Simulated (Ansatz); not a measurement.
A (211) slab of Cs (Im-3m (No. 229)), 5 planes, outer planes Cs (top) and Cs (bottom), with 5 atoms (Cs5) in a surface cell of A = 44.755 Å², as cut from the bulk:

```yaml
crystal:
  lattice:
    - [5.23512, 0.00000, 0.00000]
    - [0.00000, 8.54892, 0.00000]
    - [0.00000, 0.00000, 24.87144]
  atoms:
    - { symbol: Cs, position: [0.33333, 0.50000, 0.30155] }
    - { symbol: Cs, position: [0.66667, 0.00000, 0.40078] }
    - { symbol: Cs, position: [0.00000, 0.50000, 0.50000] }
    - { symbol: Cs, position: [0.33333, 0.00000, 0.59922] }
    - { symbol: Cs, position: [0.66667, 0.50000, 0.69845] }
```

Method: Ansatz, DFT PBEsol, scalar-relativistic, plane waves, PAW. Cutoff 420 eV; k points 7×4×1 on the computed 5-atom cell (Γ-centred); Gaussian smearing, width 0.10 eV; no spin polarisation.

Against the same 5 atoms in the bulk, the slab as cut lies 0.494 eV higher and the relaxed slab 0.484 eV higher.

Question: Work out the surface energy before and after relaxation.

Answer: The slab has two faces, so γ = (E_slab − N·E_bulk)/(2A), the mean of both. As cut: 0.494/(2 × 44.755) = 0.0055 eV/Å², and 1 eV/Å² = 16.02 J/m², so γ = 0.09 J/m². Relaxed: 0.484/(2 × 44.755) = 0.0054 eV/Å² = 0.09 J/m². Relaxation recovers 2 % of the cost of cutting.

Question: What is the ideal work of this cut, per area?

Answer: Griffith's ideal work is 2γ: 0.18 J/m² if the new faces stay rigid, 0.17 J/m² if they relax. One thickness was run, 5 planes, so γ can still shift with it.